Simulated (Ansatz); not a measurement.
ZnInGaO$_{4}$:
Space group R3m, hexagonal axes (No. 160); a = b = 3.311 Å, c = 25.763 Å, α = β = 90.00°, γ = 120.00°

```json
[
 {"atom": "Zn", "site": "3a", "symmetry": "3m", "x": "0.0000", "y": "0.0000", "z": "0.7813"},
 {"atom": "In", "site": "3a", "symmetry": "3m", "x": "0.0000", "y": "0.0000", "z": "0.9969"},
 {"atom": "Ga", "site": "3a", "symmetry": "3m", "x": "0.0000", "y": "0.0000", "z": "0.2129"},
 {"atom": "O", "site": "3a", "symmetry": "3m", "x": "0.0000", "y": "0.0000", "z": "0.7048"},
 {"atom": "O", "site": "3a", "symmetry": "3m", "x": "0.0000", "y": "0.0000", "z": "0.2886"},
 {"atom": "O", "site": "3a", "symmetry": "3m", "x": "0.0000", "y": "0.0000", "z": "0.8790"},
 {"atom": "O", "site": "3a", "symmetry": "3m", "x": "0.0000", "y": "0.0000", "z": "0.1365"}
]
```
(The calculation used a cell of 7 atoms; values per cell refer to that cell.)

Relaxed with r²SCAN. The program Ansatz at the r²SCAN level (PAW) gives a gap of 1.77 eV.

Question: What gap does HSE06 give on the same cell (Ansatz, PAW)?

Answer: 3.01 eV, 1.24 eV more. The hybrid was solved on a coarser mesh and at special points; the gap given is the minimum over both.

Cost on shared cores: the r²SCAN run (SCF on a 10×10×10 mesh, then bands and DOS) around 8 core-minutes (rough), the HSE06 run (SCF on 6×6×6, then a few points) about 9 core-minutes (a rough figure); the tasks are unlike.

The cell was relaxed with r²SCAN under the symmetry of its start. Scalar-relativistic: spin–orbit coupling is off unless named, which matters more the heavier the elements.

Potentials: the earlier of the program's two PAW sets. The files were generated under PBE; for other functionals the program regenerates the frozen cores, and for LDA and PBEsol the local potential too.
